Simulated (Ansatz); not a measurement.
ZrSi₂:
```yaml
crystal:
  lattice:
    - [1.83712, -7.28535, 0.00000]
    - [1.83712, 7.28535, 0.00000]
    - [0.00000, 0.00000, 3.65616]
  atoms:
    - { symbol: Si, position: [0.94598, 0.05402, 0.75000] }
    - { symbol: Si, position: [0.05402, 0.94598, 0.25000] }
    - { symbol: Si, position: [0.24986, 0.75014, 0.75000] }
    - { symbol: Si, position: [0.75014, 0.24986, 0.25000] }
    - { symbol: Zr, position: [0.60477, 0.39523, 0.75000] }
    - { symbol: Zr, position: [0.39523, 0.60477, 0.25000] }
```

Relaxed with PBEsol. Special points in fractions of this cell's reciprocal vectors: Γ (0.000, 0.000, 0.000); Y (-0.500, 0.500, 0.000); C0 (-0.266, 0.734, 0.000); Σ0 (0.266, 0.266, 0.000); Z (0.000, 0.000, 0.500); A0 (0.266, 0.266, 0.500); E0 (-0.266, 0.734, 0.500); T (-0.500, 0.500, 0.500); S (0.000, 0.500, 0.000); R (0.000, 0.500, 0.500).

**Question.** List the band energies nearest the Fermi level at these points for the program Ansatz at the PBEsol level (PAW).

**Answer.** In eV from the Fermi level; about four levels below and three above (degenerate sets whole), none deeper than 8.9 eV; points with the same levels are listed once.

```csv
k,below,above
Γ,-2.48 -2.41 -2.39 -2.33,0.01 1.09 1.35
Y,-2.76 -2.71 -1.87 -1.48,0.41 0.99 1.15
C0,-1.59 -0.97 -0.68 -0.15,0.97 1.16 1.59
Z,-1.97 -1.97 -0.06 -0.06,0.21 0.21 1.60 1.60
A0,-3.22 -3.22 -2.21 -2.21,2.13 2.13 3.01 3.01
T,-2.26 -2.26 -0.93 -0.93,0.10 0.10 2.33 2.33
S,-1.58 -0.90 -0.50 -0.47,0.96 0.99 2.11
R,-3.22 -3.22 -2.20 -2.20,2.21 2.21 3.16 3.16
```

Space group Cmcm. The PBEsol relaxation kept the symmetry of its start. The run is not spin-polarised. Spin–orbit coupling is left out wherever it is not named.

Potentials: the later of the program's two PAW sets.
